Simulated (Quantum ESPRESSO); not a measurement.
TaZr2F3O5, a curve over strain

Simulated, not a measurement. The program is pw.x of Quantum ESPRESSO 7.5 (plane-wave density functional theory). The cell is made up: 11 atoms on a rutile lattice with one site empty, with randomly drawn elements, strain and displacements, not relaxed. PseudoDojo standard norm-conserving files (v0.5 for PBE, v0.4.1 for LDA and PBEsol) set the functional; there is no spin polarisation, spin-orbit coupling or dispersion term, and the masses in the input are unused placeholders.

Seven runs add a strain to one cell (the same linear strain along x, y and z); the atoms follow the cell and are not relaxed. Stress in the table is positive in tension.

Input of the run at -0.0048:

```
&control calculation='scf', pseudo_dir='./dojo.nc.sr.pbe.v0_5.standard.upf', outdir='./o', disk_io='low', tprnfor=.true., tstress=.true. /
&system ibrav=0, nat=11, ntyp=4, nbnd=50, ecutwfc=84.00895049, nosym=.true., tot_charge=0,
 occupations='smearing', smearing='fd', degauss=0.0018374661
/
&electrons conv_thr=7.350e-09, electron_maxstep=60, /
ATOMIC_SPECIES
F 1.0 F.upf
O 1.0 O.upf
Ta 1.0 Ta.upf
Zr 1.0 Zr.upf
CELL_PARAMETERS angstrom
4.8683 0.0178 0.0217
0.0178 4.7605 0.0669
0.029 0.0893 6.4668
ATOMIC_POSITIONS angstrom
Ta 0.0247 0.0572 -0.0446
Zr 2.4464 2.4282 1.6757
Zr 2.4406 2.4056 4.9233
F 1.4666 1.4122 -0.0237
O 3.379 3.3011 0.0846
O 4.0213 0.9704 1.5592
O 0.9182 3.8489 1.6879
O 1.4603 1.4766 3.2631
F 3.4143 3.3913 3.2009
O 3.9758 1.0462 4.9217
F 0.895 3.9216 4.9351
K_POINTS automatic
5 5 4 1 1 1
```

| added strain | free energy less that of the input shown (eV) | stress xx (GPa) | stress yy (GPa) | stress zz (GPa) | stress xy (GPa) | pressure (GPa) | next band up at Gamma (eV) | iterations |
| --- | --- | --- | --- | --- | --- | --- | --- | --- |
| -0.0226 | 0.0258 | -6.32 | -9.37 | -0.93 | -4.58 | 5.54 | 2.536 | 18 |
| -0.0182 | -0.0252 | -3.85 | -6.95 | 2.01 | -4.66 | 2.93 | 2.501 | 18 |
| -0.0121 | -0.0465 | -0.66 | -3.83 | 5.79 | -4.76 | -0.43 | 2.452 | 16 |
| -0.0082 | -0.0309 | 1.23 | -1.97 | 8.02 | -4.81 | -2.43 | 2.421 | 18 |
| -0.0048 | 0.0000 | 2.79 | -0.44 | 9.87 | -4.86 | -4.07 | 2.394 | 18 |
| +0.0087 | 0.2720 | 8.29 | 4.98 | 16.32 | -5.00 | -9.86 | 2.286 | 18 |
| +0.0202 | 0.6739 | 12.17 | 8.82 | 20.83 | -5.07 | -13.94 | 2.195 | 18 |

A cubic fit gives a slope of stress xx against the added strain of 418 GPa at zero added strain, with the atoms clamped. Across the table the free energy follows the integral of the stress to within 3.8 meV. A rerun of one of the cells at a cutoff of 1467 eV and k mesh 7 x 7 x 6 moved values by no more than 0.004 eV in energy, 0.03 GPa in stress and 0.002 eV/Å in force. The band column is the level of band 45 at Gamma less that of band 44, whose number is half the electron count, rounded up; it comes from a band step after each run.